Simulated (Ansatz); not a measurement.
GePt (CsCl type, space group No. 221) at seven volumes, r²SCAN (plane waves, PAW; program Ansatz), scaled uniformly. One row is withheld.

```tsv
V (Å³/atom)	P (GPa)
14.339	19.64
14.812	11.76
15.284	5.41
15.757	0.00
16.230	-4.43
16.703	-8.12
17.175	?
```

**Question.** Fit the shown pressures and predict the withheld one.

**Answer.** Third-order Birch–Murnaghan: P = (3/2)B₀(x^(7/2) − x^(5/2))[1 + (3/4)(B′ − 4)(x − 1)] with x = (V₀/V)^(2/3). Least squares on the six rows gives V₀ = 15.758 Å³/atom, B₀ = 162.3 GPa, B′ = 5.26. At V = 17.175, x = 0.9442 and P = -11.15 GPa. The run itself gave -11.10 GPa.

Space group Pm-3m (CsCl type). A made-up cell: these elements were put on the sites of a structure type; neither database checked (COD, Materials Project) lists it. COD files the formula under space group No. 62. Its standing as an ambient phase is unchecked. The cell was relaxed with r²SCAN under the symmetry of its start; whether a distortion lowers the energy is not shown. The run is not spin-polarised. Spin–orbit coupling is left out wherever it is not named.

Potentials: the earlier of the program's two PAW sets.
